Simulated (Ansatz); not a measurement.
Starting cell, MgO (rock salt):

```yaml
crystal:
  lattice:
    - [0.00000, 4.20438, 4.20438]
    - [2.10219, 2.10219, 4.20438]
    - [2.10219, 2.10219, 0.00000]
  atoms:
    - { symbol: O, position: [0.00000, 0.00000, 0.00000] }
    - { symbol: O, position: [0.50000, 0.00000, 0.00000] }
    - { symbol: Mg, position: [0.00000, 0.50000, 0.50000] }
    - { symbol: Mg, position: [0.50000, 0.50000, 0.50000] }
```

The atoms are displaced by Q × the pattern below (from a DFPT mode at X = (0.5, 0.5, 0.0), largest move 1; Q in Å), at fixed cell. (q is in reciprocal vectors of the primitive cell; the cell shown is doubled to hold the pattern.)

```csv
atom,x,y,z
O1,0.000,0.000,-0.118
O2,0.000,0.000,0.118
Mg3,0.000,0.000,1.000
Mg4,0.000,0.000,-1.000
```

Level of theory: r2SCAN (plane waves to 500 eV, PAW, scalar-relativistic; Ansatz, a quantum-chemistry and plane-wave program). k mesh 13×13×13 (Γ-centred), Fermi-Dirac smearing 0.05 eV. E stands for the smeared free energy. MgO was relaxed with its symmetry unable to fall. The zero of ΔE is the undisplaced structure.

```json
[
 {"Q (Å)": "-0.100", "ΔE (meV/cell)": "167.7"},
 {"Q (Å)": "-0.067", "ΔE (meV/cell)": "73.8"},
 {"Q (Å)": "-0.033", "ΔE (meV/cell)": "18.3"},
 {"Q (Å)": "0.000", "ΔE (meV/cell)": "0.0"},
 {"Q (Å)": "0.033", "ΔE (meV/cell)": "18.3"},
 {"Q (Å)": "0.067", "ΔE (meV/cell)": "73.8"},
 {"Q (Å)": "0.100", "ΔE (meV/cell)": "167.7"}
]
```

### Question
Which DFPT wavenumber at X = (0.5, 0.5, 0.0) belongs to this mode?
A) 559 cm⁻¹
B) 427 cm⁻¹
C) 296 cm⁻¹

### Answer
B, 427 cm⁻¹. The curvature of the scan gives 427 cm⁻¹

(A displaced cell: forces are minus the slopes of the energy, force constants its curvatures, and phonons follow from these.)
